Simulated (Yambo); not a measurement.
G0W0@LDA for a free-standing HfS$_{2}$ monolayer (symmetry P-3m1, slab cell 15.9 Å high) in Yambo. Reference settings: 9×9×1 Γ-centred k mesh, bands 2 to 97 and a 6 Ry block in the screening, 97 bands in G with the Bruneval-Gonze terminator, plasmon pole fitted at 27.2 eV, slab-truncated Coulomb interaction, stochastic integration of W near q = 0. The LDA gap Γ → (0, 0.444) on this mesh is 1.05 eV; G0W0 gaps are taken between the same points.

Gap (Γ → (0, 0.444)) in eV against the number of bands and the screening block, terminator on:

```tsv
bands (W and G)	3 Ry	4 Ry	5 Ry	6 Ry
24	2.794	2.791	2.800	2.815
37	2.731	2.733	2.746	2.768
53	2.699	2.709	2.731	2.762
74	2.655	2.668	2.697	2.733
97	2.627	2.642	2.674	2.714
```

Rough cost of the Yambo step against the reference (shared machines):

```
bands (W and G)  3 Ry  4 Ry  5 Ry  6 Ry
---------------  ----  ----  ----  ----
24                1/5   1/5   1/4   1/4
37                1/3   1/3   1/3   1/2
53                1/3   1/2    ~1    ~1
74                 ~1    ~1    ~1    ~1
97                 ~1    ~1    ~1     1
```

At the largest block the last step in bands moves the gap by -0.019 eV; at the most bands the last step in the block moves it by 0.040 eV.

Spin-orbit coupling is left out, which matters for elements this heavy: edges can move by tenths of an eV.

Geometry relaxed with LDA; primitive cell a = b = 3.5625 Å, c = 15.9000 Å, α = β = 90.00°, γ = 120.00°.
